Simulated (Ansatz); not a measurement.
# Property card for Sb2S3

Sb₂S₃:
```
CELL_PARAMETERS angstrom
      3.92847     0.00000     0.00000
     -1.96424     3.40216     0.00000
      0.00000     0.00000    10.35996
ATOMIC_POSITIONS crystal
  Sb 0.33333 0.66667 0.17608
  Sb 0.66667 0.33333 0.82392
  S  0.00000 0.00000 0.00000
  S  0.33333 0.66667 0.68580
  S  0.66667 0.33333 0.31420
```

Space group P-3m1 (No. 164), La2O3 or Ni2Al3 type; conventional cell a = b = 3.928 Å, c = 10.360 Å, α = β = 90.00°, γ = 120.00°.

Method: the program Ansatz at the PBE level (PAW). Geometry: relaxed at this level of theory. Other levels are named where they apply.

### Cell and energy

```yaml
volume_per_atom: 27.69 Å³
density: 4.07 g/cm³
Formation energy from the elements (no fitted shifts): -0.22 eV/atom
```

### Electronic structure

```yaml
band_gap: 0.67 eV (indirect)
valence_band_maximum: off the standard path, at k = (-0.026, 0.240, 0.380) in fractions of the reciprocal vectors
conduction_band_minimum: at Γ
smallest_direct_gap_on_the_standard_path: 0.84 eV
electron_effective_mass: 0.15, 0.15, 4.7 mₑ (principal values)
hole_effective_mass: 0.57, 2.4, 5.7 mₑ (principal values)
```

A made-up cell: these elements were put on the sites of a structure type; neither database checked (COD, Materials Project) lists it. It is not the phase usual at ambient conditions (space group No. 62). The PBE relaxation kept the symmetry of its start; whether a distortion lowers the energy is not shown. The references are the lowest solids computed at this level, not always the standard phases. Scalar-relativistic: spin–orbit coupling is off unless named, which matters more the heavier the elements.

Potentials: the later of the program's two PAW sets.
